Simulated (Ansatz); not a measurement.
B2O3:
```
B2O3
1.0
    4.34438     0.00000     0.00000
   -2.17219     3.76234     0.00000
    0.00000     0.00000     8.39031
B O
6 9
Cartesian
  2.03704   2.26731   6.50500
  1.36231   0.63048   0.91146
  3.11721   0.86456   3.70823
  0.94502   2.89778   1.88531
 -0.13515   1.49503   7.47885
 -0.80988   3.13187   4.68208
 -0.56071   2.05381   3.87602
  0.67389   2.24984   6.67279
 -0.11318   3.22103   1.07925
  2.05901   0.54131   4.51429
  1.61148   1.70853   1.71752
  2.84608   1.51250   7.31106
 -1.82514   3.16123   5.59354
  0.34705   0.60111   0.00000
  3.65028   0.00000   2.79677
```

Relaxed with r²SCAN.

Question: Map the electron localisation function on the plane through (0.397, 0.168, 0.109) spanned by u = [1, 0, 0] and v = [0, 1, -1] in lattice vectors, from plane-wave PAW r²SCAN (Ansatz code).

Answer: x is the fraction of u, y of v (the angle between them is 103°; rows are the nearest grid lines); atoms in the plane: B at (0.00, 0.00), B at (0.77, 0.22), O at (0.46, 0.24).
```
|  .---:.    .-*####*:  |
|:-===-:.        .::...:|
|-===-:.   ..      .::--|
|:::.. .-+#%%%*=.   ..::|
|    .=#%%%%@@@%+.      |
|   .=#%%*=*@@@%+.      |
|   .=#%%%%@@@%*:       |
|    .=*%%%%%+:    ..   |
|.     .:::     :=++=-:.|
|:.          ..:-+###+-:|
|:.       .::::::-+##*=:|
|.      :+****+=-:-=+=:.|
|      .=*#%%#*+=::.    |
|%%#+-.:=#%%#+=:.   .=#%|
|@@%#*=::=++=-.    .+%@@|
|%%%@@#.  -++=:.  .+%@@%|
|%%%%*-:*@@@%%%#=:-#@@@%|
|*+-. :*%%+:-#@@#. :#%#*|
|:.   -#@%+-=%@@+   :--:|
|:.  .+%@@@@%%*-.-#%%*=:|
|#+:   :+**=. .=%@@@%%%#|
|%*-:.       .+%@@%#%@@%|
|+...:.      -*%@@%%@@%+|
|  .---:.    .-*####*:  |
```
Scale: ten equal steps from 0.002 (start of ' ') to 0.891 (end of '@'), in the order ' .:-=+*#%@'; x runs from 0.000 to 1.00, y from 0.000 (bottom) to 1.00 (top).

The density is the valence pseudo-density with augmentation charge, so density and ELF within about 1 Å of a nucleus are not all-electron values.

Space group P3_121. The first step of the workflow began from a Materials Project structure, measured or hypothetical; the Crystallography Open Database files this formula in space group No. 152, but the cells were not matched. Whether it is the stable phase at ambient conditions was not checked. The cell was relaxed with r²SCAN under the symmetry of its start; its stability against distortions is not shown here.

Potentials: the later of the program's two PAW sets.
